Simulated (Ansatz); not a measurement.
According to the program Ansatz at the r²SCAN level (PAW), AlAg in the rock salt structure (Fm-3m) relaxes to a = 5.364 Å. Al has 6 nearest neighbours from 2.68 Å (octahedral). Against the elements it lies at 0.35 eV/atom, with no fitted shifts.

Electronic character: metallic (no gap). Gap from r²SCAN with spin–orbit coupling: none (metallic).

An equation-of-state fit gives a bulk modulus of 689 kbar. The relaxed-ion elastic constants in GPa are C11 = 121, C12 = 43.9, C44 = -14.5. Bader charges are Ag -1.16, Al +1.16 e.

The start of the workflow was typed in or built on a structure type; neither database checked (COD, Materials Project) lists it. Whether it is the stable phase at ambient conditions was not checked. Symmetry was held in the r²SCAN relaxation. At this level the phase is mechanically unstable. The run is not spin-polarised. The volume moved by 21 % from the start of the relaxation. Its formation energy is positive at this level, so the cell may be metastable or incomplete. As this level gives no gap, shear constants depend on the k-mesh and smearing (Fermi–Dirac, 0.1 eV here). The references are the lowest solids computed at this level, not always the standard phases. Scalar-relativistic: spin–orbit coupling is off unless named, which matters more the heavier the elements.

Potentials: the earlier of the program's two PAW sets.
